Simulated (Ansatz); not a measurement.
Trial structure of TiIrS₃, not yet relaxed:

```
CELL_PARAMETERS angstrom
4.53102 0.00000 0.00000
0.00000 4.53102 0.00000
0.00000 0.00000 4.53102
ATOMIC_POSITIONS crystal
Ti 0.00000 0.00000 0.00000
Ir 0.50000 0.50000 0.50000
S 0.50000 0.50000 0.00000
S 0.50000 0.00000 0.50000
S 0.00000 0.50000 0.50000
```

These are results of DFT PBE, scalar-relativistic, plane waves, PAW in Ansatz 0.2.0, not measurements. Cutoff 420 eV; k points 4×4×4 on the computed 5-atom cell (Γ-centred); Gaussian smearing, width 0.10 eV; collinear spin from starting moments 1.0 -1.0 0.0 0.0 0.0 μB.

The zero of energy is the elements' standard structures at the same level; no fitted shifts are applied.

Question: Estimate its pressure, forces and energy as it stands.

Answer: The pressure is 6.7 GPa (it wants to expand), the largest force is 0.00 eV/Å (symmetry fixes the atoms), and the energy is +0.36 eV/atom against the elements. The shortest distance is 2.27 Å.

Question: How much does it gain on relaxing, and where does it end?

Answer: Relaxing gains under 0.1 eV/atom (the start's value is from the coarse mesh, so the gain is rough) in 5 ionic steps and ends at +0.35 eV/atom on the finer mesh. The symmetry stays Pm-3m (No. 221). The end has the cubic perovskite type. The volume per atom grows by 5.9 %, from 18.6 to 19.7 Å³. The shortest distance goes from 2.27 Å (Ir–S) to 2.31 Å (Ir–S). Conventional cell: a = 4.618 Å. Around Ti lie 12 S at 3.27 Å; Ir has 6 S at 2.31 Å; S has 2 Ir at 2.31 Å, 4 Ti at 3.27 Å and 8 S at 3.27 Å.

The last run used collinear spin, an 8×8×8 mesh for its 5-atom cell and Gaussian smearing of 0.10 eV. These runs have no spin–orbit coupling, which can matter for Ir. The reference form of S is held partly by dispersion forces, which this level lacks. The magnetic state reached may not be the lowest. The relaxation can't lower the symmetry of the start. A structure relaxed within its symmetry needn't be a true minimum.
